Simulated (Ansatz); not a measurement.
CuI:
```
CuI
1.0
    0.00000     3.03948     3.03948
    3.03948     0.00000     3.03948
    3.03948     3.03948     0.00000
Cu I
1 1
Direct
  0.75000   0.75000   0.75000
  0.00000   0.00000   0.00000
```

Tensor components refer to the Cartesian frame of this cell.

### Question
Give the high-frequency dielectric tensor and the Born effective charge tensors of the independent atoms from DFPT, DFT-PBE in the program Ansatz with PAW potentials.

### Answer

ε∞:
```
6.37  0.00  0.00
0.00  6.37  0.00
0.00  0.00  6.37
```
Z* of atom 1 (Cu), rows: field, columns: displacement, in e:
```
1.11  0.00  0.00
0.00  1.11  0.00
0.00  0.00  1.11
```
Z* of atom 2 (I), rows: field, columns: displacement, in e:
```
-1.11   0.00   0.00
 0.00  -1.11   0.00
 0.00   0.00  -1.11
```

Static charges for comparison (Bader): Cu1 +0.31, I2 -0.31 e. Born charges measure polarisation by displacement and can exceed these by far.

Space group F-43m (zinc blende). The PBE relaxation kept the symmetry of its start; phonons on a q-mesh show no instability. No spin polarisation was allowed. Spin–orbit coupling is left out wherever it is not named.

Potentials: the later of the program's two PAW sets.
